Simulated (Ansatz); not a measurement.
Here is the system:

MgO:
Space group P4₂/mnm (No. 136); a = b = 5.5020 Å, c = 3.2684 Å, α = β = γ = 90.00°

```csv
atom,site,symmetry,x,y,z
Mg,4g,m.2m,0.1791,0.1791,0.5000
O,4f,m.2m,0.3163,0.3163,0.0000
```

This is the r²SCAN-relaxed structure.

Question: All from the program Ansatz at the r²SCAN level (PAW), unless another level is named. Predict the electron effective mass.

Answer: 0.38 mₑ (isotropic).

Question: And the HSE06 gap on the r²SCAN cell?

Answer: 5.11 eV.

Question: Predict the conduction-band minimum.

Answer: at Γ.

Question: What about the valence-band maximum?

Answer: on the M–Γ line, 84 % of the way from M.

Space group P4_2/mnm. The start of the workflow was typed in or built on a structure type; neither database checked (COD, Materials Project) lists it. It is not the phase usual at ambient conditions (space group No. 225). The cell was relaxed with r²SCAN under the symmetry of its start; its stability against distortions is not shown here.

Potentials: the earlier of the program's two PAW sets.
